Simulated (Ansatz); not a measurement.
**TaCuN2: the gap under strain**

TaCuN2, R-3m, a = 3.122 Å, c = 17.343 Å. The structure is a COD entry; whether it is the stable form wasn't checked. Ansatz: PBEsol, PAW, 420 eV, Γ-centred 12×12×2 mesh on 12 atoms, Gaussian smearing 0.02 eV; no spin polarisation. Series: biaxial strain in the a-b plane, c and atoms relaxed; x is the strain in per cent. The gap is sought over the whole zone.

| x (%) | gap y (eV) |
| --- | --- |
| -3.0 | ? |
| -2.0 | 0.222 |
| -1.0 | 0.304 |
| 0.0 | 0.374 |
| 1.0 | 0.433 |
| 2.0 | 0.480 |
| 3.0 | 0.516 |

Q: Fit y = E0 + c1 x + c2 x² to the other rows, give the deformation potential for this strain, and predict the missing gap.

A: Least squares on the rows shown. y = 0.3741 + 0.06452 x − 0.005750 x². The deformation potential is 100 c1 = 6.45 eV per unit strain. At x = -3.0 the fit asked for gives 0.129 eV. The run gave 0.128 eV, so the fit is 0.001 eV too high, a small miss on the scale of the series.

Spin-orbit coupling is left out, which matters for the bands of heavy elements. Semilocal functionals give gaps under the measured ones; changes of the gap mostly carry over better.

Cost: 7 runs of about 15 core-minutes in all, on Arm Neoverse V1 (shared hosts).